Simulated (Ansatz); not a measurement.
Relax this structure to zero stress and force, keeping its symmetry:

```
Sr Cu O
1.0
    -1.74250    1.95600    6.34400
     1.74250   -1.95600    6.34400
     1.74250    1.95600   -6.34400
Sr Cu O
2 1 3
Direct
  0.14760 0.64760 0.50000
  0.85240 0.35240 0.50000
  0.50000 0.00000 0.50000
  0.34600 0.84600 0.50000
  0.65400 0.15400 0.50000
  0.00000 0.00000 0.00000
```

These are results of DFT r2SCAN, scalar-relativistic, plane waves, PAW (Ansatz 0.2.0), not measurements.

Settings: cutoff 500 eV, Γ-centred mesh 14×14×14 on the computed 6-atom cell, Gaussian smearing of 0.10 eV; collinear spin from starting moments 0 0 0.18 0 0 0 μB.

Question: What does it relax to?

Answer: The volume goes up by 0.05 Å³/atom to 14.47 Å³/atom, and the energy falls by 1.0 meV/atom. The cell ends with a moment of 0.00 μB (only this magnetic start was tried). Final structure:
```
CELL_PARAMETERS angstrom
-1.75509 1.96444 6.29496
1.75509 -1.96444 6.29496
1.75509 1.96444 -6.29496
ATOMIC_POSITIONS crystal
Sr 0.14679 0.64679 0.50000
Sr 0.85321 0.35321 0.50000
Cu 0.50000 0.00000 0.50000
O 0.34595 0.84595 0.50000
O 0.65405 0.15405 0.50000
O 0.00000 0.00000 0.00000
```

Course of the relaxation (steps run on the plane waves of an earlier cell, and the basis is chosen afresh near the end, so energy and pressure can step there; trial steps that raised the energy were taken back; energies are free energies):

```
step E − E_final (meV/atom) largest force component (eV/Å) P (GPa) V (Å³/atom)
   1                     1.0                           0.131     0.11        14.41
   2                     4.6                           0.523    -0.26        14.54
   3                     0.2                           0.040    -0.03        14.46
   4                     0.1                           0.037     0.08        14.46
   5                     0.0                           0.010    -0.13        14.48
   6                     0.0                           0.003     0.11        14.45
   7                     0.0                           0.001    -0.02        14.47
   8                     0.0                           0.001    -0.02        14.47
```

Cost: 1 run of about 25 core-minutes, on Intel Xeon 6975P-C (Granite Rapids) (shared hosts).